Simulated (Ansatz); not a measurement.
Input:

ZrB2:
```cif
data_B2Zr
_chemical_formula_sum 'Zr1 B2'
_space_group_name_H-M_alt 'P6/mmm'
_space_group_IT_number 191
_space_group_name_Hall '-P 6 2'
_cell_length_a 3.16719
_cell_length_b 3.16719
_cell_length_c 3.55159
_cell_angle_alpha 90.000
_cell_angle_beta 90.000
_cell_angle_gamma 120.000
loop_
_atom_site_label
_atom_site_type_symbol
_atom_site_symmetry_multiplicity
_atom_site_Wyckoff_symbol
_atom_site_fract_x
_atom_site_fract_y
_atom_site_fract_z
_atom_site_occupancy
Zr1 Zr 1 a 0.00000 0.00000 0.00000 1
B1 B 2 d 0.33333 0.66667 0.50000 1
```

This is the r²SCAN-relaxed structure.

### Question
All from the program Ansatz at the r²SCAN level (PAW), unless another level is named. Predict the electronic character.

### Answer
metallic (no gap).

### Question
Next, the Z2 indices of the occupied bands with spin–orbit coupling?

### Answer
0;(001).

### Question
And the gap with spin–orbit coupling?

### Answer
none (metallic).

Symmetry was held in the r²SCAN relaxation; of distortions, only those at the zone centre were tested. No spin polarisation was allowed. Scalar-relativistic: spin–orbit coupling is off unless named, which matters more the heavier the elements.

Potentials: the later of the program's two PAW sets.
